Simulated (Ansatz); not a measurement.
What does Ansatz print for the nuclei with this input?

The cell is a measured structure from the Crystallography Open Database (COD), its atoms then relaxed with PBE in this cell.

```yaml
crystal:
  lattice:
    - [9.0589, 0.0, 0.0]
    - [0.0, 5.6406, 0.0]
    - [-0.0403007454, 0.0, 9.4633141874]
  atoms:
    - { symbol: Cs, position: [0.1761544333, 0.8856535887, 0.0164939771] }
    - { symbol: Cs, position: [0.8238455667, 0.3856535887, 0.9835060229] }
    - { symbol: Cs, position: [0.3265214167, 0.9273284232, 0.5167154652] }
    - { symbol: Cs, position: [0.6734785833, 0.4273284232, 0.4832845348] }
    - { symbol: Cd, position: [0.0751044505, 0.4391964596, 0.3413083659] }
    - { symbol: Cd, position: [0.9248955495, 0.9391964596, 0.6586916341] }
    - { symbol: Cd, position: [0.5966608714, 0.8762653378, 0.1628581086] }
    - { symbol: Cd, position: [0.4033391286, 0.3762653378, 0.8371418914] }
    - { symbol: P, position: [0.6015751162, 0.8758432917, 0.81092963] }
    - { symbol: P, position: [0.3984248838, 0.3758432917, 0.18907037] }
    - { symbol: P, position: [0.9162303321, 0.9047979067, 0.3066851202] }
    - { symbol: P, position: [0.0837696679, 0.4047979067, 0.6933148798] }
    - { symbol: O, position: [0.9360230718, 0.685288254, 0.2088166297] }
    - { symbol: O, position: [0.0639769282, 0.185288254, 0.7911833703] }
    - { symbol: O, position: [0.4176481737, 0.1080629809, 0.2264853789] }
    - { symbol: O, position: [0.5823518263, 0.6080629809, 0.7735146211] }
    - { symbol: O, position: [0.6891286851, 0.9026574133, 0.9520677398] }
    - { symbol: O, position: [0.3108713149, 0.4026574133, 0.0479322602] }
    - { symbol: O, position: [0.4465952282, -0.0064558485, 0.8214927078] }
    - { symbol: O, position: [0.5534047718, 0.4935441515, 0.1785072922] }
    - { symbol: O, position: [0.9835347718, 0.1257495614, 0.2339869903] }
    - { symbol: O, position: [0.0164652282, 0.6257495614, 0.7660130097] }
    - { symbol: O, position: [1.0014434941, 0.8424523436, 0.4463849164] }
    - { symbol: O, position: [-0.0014434941, 0.3424523436, 0.5536150836] }
    - { symbol: O, position: [0.7494276758, 0.9450824177, 0.3395588454] }
    - { symbol: O, position: [0.2505723242, 0.4450824177, 0.6604411546] }
    - { symbol: O, position: [0.6896543279, 0.99782787, 0.6897980635] }
    - { symbol: O, position: [0.3103456721, 0.49782787, 0.3102019365] }
kpoints:
  mp_grid: { grid: [3, 4, 3] }
scf:
  occupations: { method: fermi_dirac, width: 0.02 }
hamiltonian:
  xc: r2scan
  pseudopotentials: { kind: paw }
output:
  forces: true
  stress: true
  populations: true
  efg:
    quadrupole_moments_barn: { Cs: -0.00343, O: -0.02558 }
    contact_densities: true
```

```sh
ansatz run input.yaml --threads 1 --pin off --max-ram 3072MiB --backend cpu --events-out ev --progress --plain --runs-dir out
```

Of the output, the block on the nuclei alone is shown; the set-up, the SCF iterations, energies, forces and stress are cut. One atom of each set with nearly equal values is shown.

```
--- PAW observables at the nuclei: V_zz in 10²¹ V/m², potentials from the cell's mean, atoms counted from 1 ---
  atom   1  Cs V_zz =    +4.626794   η = 0.7879   by run symmetry: allowed   C_q = -0.3837 MHz
            electrostatic potential = -9375.326963 V   contact ρ = 1899491.229186 e/Å³
  atom   3  Cs V_zz =    +8.941136   η = 0.7089   by run symmetry: allowed   C_q = -0.7416 MHz
            electrostatic potential = -9374.551956 V   contact ρ = 1899489.903105 e/Å³
  atom   5  Cd V_zz =    +4.084295   η = 0.8982   by run symmetry: allowed
            electrostatic potential = -7704.331535 V   contact ρ = 1035167.289708 e/Å³
  atom   7  Cd V_zz =    -5.974751   η = 0.8094   by run symmetry: allowed
            electrostatic potential = -7704.106809 V   contact ρ = 1035171.729704 e/Å³
  atom   9  P  V_zz =    -0.156002   η = 0.2351   by run symmetry: allowed
            electrostatic potential = -1490.256746 V   contact ρ = 15982.722907 e/Å³
  atom  11  P  V_zz =    +1.039057   η = 0.6220   by run symmetry: allowed
            electrostatic potential = -1490.456995 V   contact ρ = 15982.912141 e/Å³
  atom  13  O  V_zz =    +8.098334   η = 0.5133   by run symmetry: allowed   C_q = -5.0090 MHz
            electrostatic potential = -622.788647 V   contact ρ = 2152.167230 e/Å³
  atom  15  O  V_zz =    +9.614434   η = 0.4185   by run symmetry: allowed   C_q = -5.9467 MHz
            electrostatic potential = -622.419454 V   contact ρ = 2151.531254 e/Å³
  atom  17  O  V_zz =    +9.484847   η = 0.4792   by run symmetry: allowed   C_q = -5.8666 MHz
            electrostatic potential = -622.462872 V   contact ρ = 2151.678240 e/Å³
  atom  19  O  V_zz =    +9.108358   η = 0.4477   by run symmetry: allowed   C_q = -5.6337 MHz
            electrostatic potential = -622.449805 V   contact ρ = 2151.736034 e/Å³
  atom  21  O  V_zz =    +9.263716   η = 0.3934   by run symmetry: allowed   C_q = -5.7298 MHz
            electrostatic potential = -622.683766 V   contact ρ = 2151.631887 e/Å³
  atom  23  O  V_zz =    +8.641203   η = 0.6206   by run symmetry: allowed   C_q = -5.3448 MHz
            electrostatic potential = -622.476756 V   contact ρ = 2151.773750 e/Å³
  atom  25  O  V_zz =    +8.731197   η = 0.6236   by run symmetry: allowed   C_q = -5.4004 MHz
            electrostatic potential = -622.512895 V   contact ρ = 2151.930030 e/Å³
  atom  27  O  V_zz =    +9.116899   η = 0.5087   by run symmetry: allowed   C_q = -5.6390 MHz
            electrostatic potential = -622.422740 V   contact ρ = 2151.701274 e/Å³
```

The run took 7.3 min of wall time (7.3 min of CPU time) and 2 GiB at its peak, on 1 thread of Arm Neoverse V1 (aarch64; 8 cores open to the job, memory cap 3.0 GiB, no GPU), a shared host with a load of 0.7 a core.

The largest force is 0.6 eV/Å, so the atoms aren't at the calculated equilibrium and relaxing them would move these values. Without spin–orbit coupling (the program notes it for Cd and Cs) the gradients are little affected as a rule: paired runs on crystals with a gap mostly move them by under 2 % at such atoms.
